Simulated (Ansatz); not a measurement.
Input file for Ansatz (a first-principles code):

Ansatz 0.2 input:
```yaml
crystal:
  lattice:
    - [5.0999701574, 0.0, 0.0]
    - [0.0, 5.0999701574, 0.0]
    - [0.0, 0.0, 5.0999701574]
  atoms:
    - { symbol: Al, position: [0.0, 0.0, 0.0] }
    - { symbol: Al, position: [0.5, 0.5, 0.5] }
    - { symbol: Al, position: [0.25, 0.0, 0.5] }
    - { symbol: Al, position: [0.75, 0.0, 0.5] }
    - { symbol: Al, position: [0.5, 0.25, 0.0] }
    - { symbol: Al, position: [0.5, 0.75, 0.0] }
    - { symbol: Al, position: [0.0, 0.5, 0.25] }
    - { symbol: Al, position: [0.0, 0.5, 0.75] }
kpoints:
  mp_grid: { grid: [8, 8, 8] }
hamiltonian:
  xc: pbesol
  pseudopotentials: { kind: paw }
scf:
  occupations: { method: fermi_dirac, width: 0.1 }
phonons:
  method: dfpt
  response_accuracy: low
  eigenvectors: true
  rigid_motions: translations
```

Output (shortened):

```
Pseudopotential: Al, paw, valence charge 3
Functional definition: PBEsol
Crystal: 8 atoms, lattice volume = 132.649 Å³
Basis set: ecut = 420 eV, 2553 PW (Γ), exchange–correlation on 72×72×72 points (8 copies of the dense FFT grid, shifted against one another)
Bands: 20, of which v1, the nominal top of the filled ones, is band 12 counted from 1 (11 counted from 0)
Symmetry: 48 space group operations
k-points: 125 of 512 (irreducible under 4 space group operations, time reversal used)
SCF iter   1: F=—  HF=-4195.788518 eV  |F-HF|=—  |Δ(HF+E_count)|=         —  Δρ=9.48e-4  dr2=8.85e-4  ethr=1.77e-3  ⟨swp⟩=6.3  Hψ=14436  notcnv=0
preconditioner: auto → Kerker (q_TF=auto, 2.052 Å⁻¹)
SCF iter   2: F=—  HF=-4195.788627 eV  |F-HF|=—  |Δ(HF+E_count)|=   1.08e-4  Δρ=5.64e-4  dr2=3.28e-4  ethr=3.69e-6  ⟨swp⟩=2.0  Hψ=4099  notcnv=0
SCF iter   3: F=—  HF=-4195.788647 eV  |F-HF|=—  |Δ(HF+E_count)|=   2.06e-5  Δρ=3.57e-5  dr2=1.48e-6  ethr=1.37e-6  ⟨swp⟩=2.0  Hψ=3941  notcnv=0
SCF iter   4: F=—  HF=-4195.788647 eV  |F-HF|=—  |Δ(HF+E_count)|=   2.73e-8  Δρ=8.75e-6  dr2=1.11e-7  ethr=6.16e-9  ⟨swp⟩=1.2  Hψ=2678  notcnv=0
SCF iter   5: F=—  HF=-4195.788647 eV  |F-HF|=—  |Δ(HF+E_count)|=   4.18e-8  Δρ=1.84e-6  dr2=4.44e-9  ethr=4.61e-10  ⟨swp⟩=1.4  Hψ=3000  notcnv=0
SCF iter   6: F=—  HF=-4195.788647 eV  |F-HF|=—  |Δ(HF+E_count)|=   2.12e-9  Δρ=1.75e-7  dr2=3.69e-11  ethr=1.85e-11  ⟨swp⟩=2.1  Hψ=4004  notcnv=0
SCF iter   7: F=-4195.788647 eV  HF=-4195.788647 eV  |F-HF|=1.82e-12  |Δ(HF+E_count)|=  1.27e-11  Δρ=1.98e-8  dr2=3.39e-13  ethr=1.00e-12  ⟨swp⟩=5.2  Hψ=8843  notcnv=0
SCF 1 converged in 7 iterations: F = -4195.788647 eV  dr2 = 3.39e-13
DFPT response loops at Γ: preconditioner auto → Kerker (q_TF=auto, 2.052 Å⁻¹) (partly filled bands, converged f_vac=0.000) …
SCF converged after 7 iterations
Free energy (F): -4195.788647 eV
Harris-Foulkes:  -4195.788647 eV  (|F-HF|=1.82e-12)
Internal energy: -4195.680744 eV  (E = F + TS)
E sigma→0 (E₀):  -4195.734696 eV
Entropy (-TS):   -0.107903 eV (-13.488 meV/atom)
Fermi energy:    7.847996 eV
--- Per-component energies (eV) ---
  E_band       = 82.073622
  E_kinetic    = 182.854081
  E_local      = 75.069454  (includes V_loc(G=0)·N_el)
  E_nonlocal   = 83.822545
  E_hartree    = 1.292561
  E_xc         = -315.197874
  E_vxc        = -233.164016  (∫ρ·V_xc dr)
  E_paw        = -3637.847634  (= ΣΔE_a)
  E_vpaw       = -29.093543  (= ΣTr[D̂ρ^β])
  E_aug_tail   = -0.000020  (compensation charges beyond the density's cutoff)
  E_ewald      = -585.826969
  E_core_change = 0.153112  (= ΣΔE_core)
  E_smearing   = -0.107903  (= −TS)
  E_closure    = 0.000000  (closes the sum)
  Σ components = -4195.788647   (vs F -4195.788647, Δ=0.00e0)
  [band-id]    e_kinetic+e_local+e_nonlocal+2·e_hartree+e_vxc+e_vpaw+e_augmentation_tail = 82.073623   (vs E_band 82.073622, Δ=6.93e-7)
--- Band table (eV; the first three rows and the last of 125) ---
  k-point 0: bands = ["-3.2630", "2.1012", "2.1028", "2.1028", "2.5076", "2.5076", "2.5076", "6.7386", "6.7386", "7.1414", "7.1414", "7.1414", "8.0499", "8.0499", "8.0499", "8.4664", "8.4664", "8.4664", "8.8268", "12.1230"]
  k-point 1: bands = ["-3.1742", "1.0078", "2.1873", "2.1883", "2.5915", "2.5915", "3.7486", "6.0526", "6.1110", "6.4906", "6.4906", "7.3942", "7.9265", "7.9265", "8.1335", "9.2308", "9.4718", "9.4718", "9.4841", "11.4770"]
  k-point 2: bands = ["-2.9084", "-0.1075", "2.4430", "2.4439", "2.8427", "2.8427", "4.9795", "5.0946", "5.4801", "5.4947", "5.4947", "7.6774", "8.1309", "8.1309", "8.3842", "10.2315", "10.6517", "10.6517", "10.8177", "10.9635"]
  k-point 124: bands = ["0.9249", "0.9249", "0.9249", "0.9249", "0.9249", "0.9249", "0.9516", "0.9516", "11.0000", "11.0000", "11.0000", "11.0000", "11.0000", "11.0000", "11.0624", "11.0624", "11.0624", "11.0624", "11.5174", "11.5174"]
--- Phonons (Γ-DFPT): 3 representative perturbations + reference, on 125 of 512 k-points (Σ response iterations 9) ---
  ASR residual: 5.951e-5 → 0.000e0 eV/Å²; symmetrization residual: 1.785e-6 eV/Å²
  ASR residual per site (eV/Å²): 4.07e-5 4.07e-5 5.95e-5 5.95e-5 5.95e-5 5.95e-5 5.95e-5 5.95e-5
  Γ frequencies (cm⁻¹): 0.00 0.00 0.00 111.23 111.23 111.23 118.05 118.05 118.05 122.33 122.33 122.33 135.15 135.15 135.15 254.87 254.87 254.87 277.98 277.98 277.98 439.43 446.03 446.03
  non-analytic LO–TO correction: not included (Born effective charges unavailable; polar crystals: no LO–TO splitting at Γ)
```

Cost: around 80 core-seconds (rough) on shared cores.

Space group Pm-3n (A15 (β-W type)). The start of the workflow was typed in or built on a structure type; neither database checked (COD, Materials Project) lists it. It is not the phase usual at ambient conditions (space group No. 225). The cell was relaxed with PBEsol under the symmetry of its start; whether a distortion lowers the energy is not shown. As this level gives no gap, phonon frequencies hold no LO–TO term and depend on the k-mesh and smearing (Fermi–Dirac, 0.1 eV here).

Potentials: the later of the program's two PAW sets.

Ansatz is a plane-wave DFT program.
